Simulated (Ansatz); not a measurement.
Computed with DFT PBE, scalar-relativistic, plane waves, PAW in Ansatz 0.2.0. Settings: cutoff 420 eV, Γ-centred meshes spaced at most about 0.3 Å⁻¹ (2π included), Gaussian smearing. No spin polarisation in the final relaxations.

Temperature and zero-point effects are left out. All come from trial cells, and lower structures may exist.

Question: Order these relaxed structures of CsTaO₂ by energy, lowest first, with the energy over the lowest of them.
A.

```xyz
4
Lattice="3.8537 0.0000 0.0000 0.0000 3.8537 0.0000 0.0000 0.0000 6.0760" Properties=species:S:1:pos:R:3 pbc="T T T"
Cs    1.9268    1.9268    3.0380
Ta    0.0000    0.0000    0.0000
O     0.0000    1.9268    5.7171
O     1.9268    0.0000    0.3590
```

B.

```xyz
4
Lattice="3.9481 0.0000 0.0000 0.0000 3.9481 0.0000 0.0000 0.0000 5.8094" Properties=species:S:1:pos:R:3 pbc="T T T"
Cs    1.9741    1.9741    2.9047
Ta    0.0000    0.0000    0.0000
O     1.9741    0.0000    0.0000
O     0.0000    1.9741    0.0000
```

Answer: A (0 meV/atom), B (35 meV/atom). Forms: A P-4m2; B P4/mmm. Counting O atoms around Cs and Ta (those within 1.25 times the shortest such distance or 1.15 times the sum of covalent radii; a plus sign parts nearer from farther groups): A has Cs 4+4, Ta 4; B has Cs 8, Ta 4.

Spin–orbit coupling, which can matter for Ta, is left out. Cells relaxed within their symmetry can be saddle points. The P-4m2 cell of CsTaO2 came from shaking the P4/mmm one. Some structure types and database cells were kept out of the candidates from the start, so a known form may be missing.
